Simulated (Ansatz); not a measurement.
**Zone-centre phonons of TiC at 8 GPa: input and output**

Theory: DFT LDA, scalar-relativistic, plane waves, PAW (Ansatz).

Launched with:
```bash
ansatz run input.yaml --threads 1 --pin off --max-ram 3072MiB --backend cpu --events-out ev --progress --plain --runs-dir out
```

Input (bare energies are in eV):
```yaml
crystal:
  lattice:
    - [0.0, 2.1115747697, 2.1115747697]
    - [2.1115747697, 0.0, 2.1115747697]
    - [2.1115747697, 2.1115747697, 0.0]
  atoms:
    - { symbol: Ti, position: [0.0, 0.0, 0.0] }
    - { symbol: C, position: [0.5, 0.5, 0.5] }
basis:
  ecutwfc: 420
kpoints:
  mp_grid: { grid: [18, 18, 18] }
hamiltonian:
  xc: lda
scf:
  occupations: { method: fermi_dirac, width: 0.15 }
output:
  eigenvalues: true
phonons:
  method: dfpt
  eigenvectors: true
```

The end of the output:
```
--- Phonons (Γ-DFPT): 2 representative perturbations + reference, on 480 of 5832 k-points (Σ response iterations 6) ---
  k mesh reduced under 8 symmetry operations, with k and −k counted as one. Each operation leaves every solved perturbation unchanged. A smaller set is not used because it would not reduce the number of displacements ...
  ASR residual: 7.255e-4 → 0.000e0 eV/Å²; symmetrization residual: 2.212e-7 eV/Å²
  ASR residual per site (eV/Å²): 7.25e-4 3.20e-6
  Γ frequencies (cm⁻¹): 0.00 0.00 0.00 579.41 579.41 579.41
  non-analytic LO–TO correction: not included (Born effective charges unavailable; polar crystals: no LO–TO splitting at Γ)
```

The run took 11 s on 1 thread of AMD EPYC 9R45 96-Core Processor (Zen 5) (shared host), peak memory 0.72 GiB.

In a metal, frequencies and elastic constants depend on the k mesh and the smearing, soft modes and shear constants most.